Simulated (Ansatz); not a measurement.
MoRh$_{3}$:
Space group P6₃/mmc (No. 194); a = 5.430 Å, b = 5.430 Å, c = 4.320 Å, α = 90.00°, β = 90.00°, γ = 120.00°

```csv
atom,site,symmetry,x,y,z
Mo,2c,-6m2,0.3333,0.6667,0.2500
Rh,6h,mm2,0.3334,0.1667,0.2500
```

Relaxed with PBEsol.

Problem. Which orbitals make up the states near the Fermi level in PBEsol in the plane-wave PAW code Ansatz?

Solution. Within 0.5 eV of the Fermi level: Rh 4d 71 %, Mo 4d 23 %. Projections are on Löwdin-orthogonalised atomic valence shells; empty p or d shells of many metals are not among them.

Problem. Tabulate the density of states.

Solution. States/eV per cell of 8 atoms, in 0.25 eV bins, energy from the Fermi level.

| E (eV) | total | Rh 4d | Mo 4d | Rh 5s |
|---|---|---|---|---|
| -7.85 | 0.27 | 0.00 | 0.00 | 0.18 |
| -7.60 | 0.39 | 0.00 | 0.00 | 0.26 |
| -7.35 | 0.51 | 0.01 | 0.00 | 0.33 |
| -7.10 | 0.63 | 0.01 | 0.01 | 0.41 |
| -6.85 | 0.78 | 0.03 | 0.01 | 0.49 |
| -6.60 | 1.03 | 0.10 | 0.04 | 0.61 |
| -6.35 | 3.43 | 1.60 | 0.61 | 0.88 |
| -6.10 | 8.75 | 5.10 | 1.53 | 1.52 |
| -5.85 | 11.42 | 7.31 | 1.95 | 1.52 |
| -5.60 | 13.93 | 9.65 | 2.35 | 1.33 |
| -5.35 | 11.64 | 8.31 | 1.84 | 0.97 |
| -5.10 | 9.78 | 7.12 | 1.53 | 0.71 |
| -4.85 | 9.50 | 7.36 | 1.32 | 0.50 |
| -4.60 | 13.23 | 10.23 | 1.83 | 0.68 |
| -4.35 | 9.78 | 7.87 | 1.26 | 0.33 |
| -4.10 | 11.99 | 9.79 | 1.42 | 0.37 |
| -3.85 | 9.34 | 7.17 | 1.41 | 0.45 |
| -3.60 | 8.07 | 6.50 | 1.06 | 0.31 |
| -3.35 | 11.99 | 9.88 | 1.44 | 0.37 |
| -3.10 | 12.89 | 10.27 | 1.84 | 0.41 |
| -2.85 | 13.14 | 10.22 | 2.14 | 0.45 |
| -2.60 | 13.71 | 10.90 | 2.01 | 0.48 |
| -2.35 | 15.13 | 12.27 | 2.01 | 0.47 |
| -2.10 | 11.93 | 9.35 | 1.70 | 0.44 |
| -1.85 | 9.05 | 6.62 | 1.64 | 0.36 |
| -1.60 | 9.87 | 7.46 | 1.62 | 0.37 |
| -1.35 | 11.38 | 8.05 | 2.41 | 0.42 |
| -1.10 | 10.31 | 7.02 | 2.33 | 0.41 |
| -0.85 | 5.91 | 4.23 | 1.02 | 0.28 |
| -0.60 | 4.54 | 3.35 | 0.69 | 0.21 |
| -0.35 | 4.46 | 3.36 | 0.71 | 0.16 |
| -0.10 | 5.95 | 4.41 | 1.18 | 0.15 |
| 0.15 | 6.86 | 5.02 | 1.49 | 0.15 |
| 0.40 | 8.49 | 5.50 | 2.65 | 0.18 |
| 0.65 | 10.56 | 5.32 | 4.54 | 0.47 |
| 0.90 | 8.73 | 3.93 | 4.01 | 0.55 |
| 1.15 | 10.05 | 4.60 | 4.96 | 0.28 |
| 1.40 | 9.63 | 4.32 | 4.71 | 0.36 |
| 1.65 | 8.32 | 3.45 | 4.21 | 0.36 |
| 1.90 | 7.20 | 2.73 | 3.58 | 0.47 |
| 2.15 | 5.10 | 1.77 | 2.38 | 0.58 |
| 2.40 | 3.16 | 0.97 | 1.06 | 0.66 |
| 2.65 | 2.83 | 0.79 | 0.59 | 0.89 |
| 2.90 | 2.03 | 0.48 | 0.40 | 0.64 |
| 3.15 | 1.54 | 0.32 | 0.29 | 0.48 |
| 3.40 | 1.61 | 0.28 | 0.29 | 0.48 |
| 3.65 | 1.57 | 0.25 | 0.25 | 0.48 |
| 3.90 | 1.64 | 0.24 | 0.26 | 0.47 |
| 4.15 | 2.13 | 0.29 | 0.35 | 0.57 |
| 4.40 | 2.15 | 0.27 | 0.31 | 0.60 |
| 4.65 | 1.96 | 0.23 | 0.24 | 0.56 |

Space group P6_3/mmc. The workflow started from an entry of the Crystallography Open Database (COD). Its standing as an ambient phase is unchecked. The PBEsol relaxation kept the symmetry of its start; whether a distortion lowers the energy is not shown. No spin polarisation was allowed. Axis ratios of metals converge slowly with the k-mesh, so a and c are less sure than the volume. Spin–orbit coupling is left out wherever it is not named.

Potentials: the later of the program's two PAW sets.
